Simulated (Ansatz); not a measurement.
Consider the following.

Ga:
```xyz
2
Lattice="0.0000 2.8792 2.8792 2.8792 0.0000 2.8792 2.8792 2.8792 0.0000" Properties=species:S:1:pos:R:3 pbc="T T T"
Ga     0.0000     0.0000     0.0000
Ga     1.4396     1.4396     1.4396
```

This is the PBEsol-relaxed structure.

Problem. All from plane-wave PAW PBEsol (Ansatz code), unless another level is named. Estimate the bulk modulus (Birch–Murnaghan fit).

Solution. 44.3 GPa.

Problem. What about the highest zone-centre frequency?

Solution. 180 cm⁻¹.

Problem. And the elastic constants (relaxed ions, GPa)?

Solution. C11 = 30.1, C12 = 50.1, C44 = -24.2.

Space group Fd-3m (diamond). The start of the workflow was typed in or built on a structure type; neither database checked (COD, Materials Project) lists it. It is not the phase usual at ambient conditions (space group No. 64). The cell was relaxed with PBEsol under the symmetry of its start. At this level the phase is mechanically unstable. The volume moved by -22 % from the start of the relaxation. As this level gives no gap, shear constants depend on the k-mesh and smearing (Fermi–Dirac, 0.1 eV here). As this level gives no gap, phonon frequencies hold no LO–TO term and depend on the k-mesh and smearing (Fermi–Dirac, 0.1 eV here).

Potentials: the later of the program's two PAW sets.
